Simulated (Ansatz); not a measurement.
An Ansatz (a program for electronic structure) input:

Ansatz 0.2 input:
```yaml
crystal:
  lattice:
    - [2.1694034813, 1.2525056839, 7.0826484293]
    - [-2.1694034813, 1.2525056839, 7.0826484293]
    - [0.0, -2.5050113679, 7.0826484293]
  atoms:
    - { symbol: Al, position: [0.9998505626, 0.9998505626, 0.9998505626] }
    - { symbol: Ga, position: [0.5000593942, 0.5000593942, 0.5000593942] }
    - { symbol: Sb, position: [0.1253953689, 0.1253953689, 0.1253953689] }
    - { symbol: Sb, position: [0.6247116741, 0.6247116741, 0.6247116741] }
kpoints:
  mp_grid: { grid: [6, 6, 6] }
  band_path:
    path:
      - [[0.0, 0.0, 0.0], [0.5, 0.5, 0.5], [0.8124847388, 0.1875152612, 0.5]]  # Γ-T-H_2
      - [[0.5, -0.1875152612, 0.1875152612], [0.5, 0.0, 0.0], [0.0, 0.0, 0.0], [0.3437576306, -0.3437576306, 0.0]]  # H_0-L-Γ-S_0
      - [[0.6562423694, 0.0, 0.3437576306], [0.5, 0.0, 0.5], [0.0, 0.0, 0.0]]  # S_2-F-Γ
      - [VBM, CBM]
    npoints: 10
basis: { xc_grid: 2 }
hamiltonian:
  xc: pbesol
  pseudopotentials: { kind: paw }
magnetization: { noncollinear: true, spin_orbit: true }
scf:
  n_extra_bands: 12
  convergence: { dr2_threshold: 0.0000000001 }
  occupations: { method: gaussian, width: 0.01 }
checkpoint: { write: soc.run }
output: { eigenvalues: true }
```

### Question
How many symmetry operations and irreducible k-points will the run report?

### Answer
6 operations, 32 of 216 k-points.

### Question
With a cutoff of 420 eV, how many plane waves at Γ?

### Answer
2297.

It took about 5 core-minutes (a rough figure) on shared server cores.

Space group R3m. The workflow started from a Materials Project entry (that database holds measured and hypothetical structures alike); the Crystallography Open Database copy checked does not list it. With Al and Ga taken as one species the cell has the higher symmetry F-43m, so it may be an ordered model of a mixed-site phase. Its standing as an ambient phase is unchecked. Symmetry was held in the PBEsol relaxation; of distortions, only those at the zone centre were tested.

Potentials: the later of the program's two PAW sets.

Ansatz is a plane-wave DFT program.
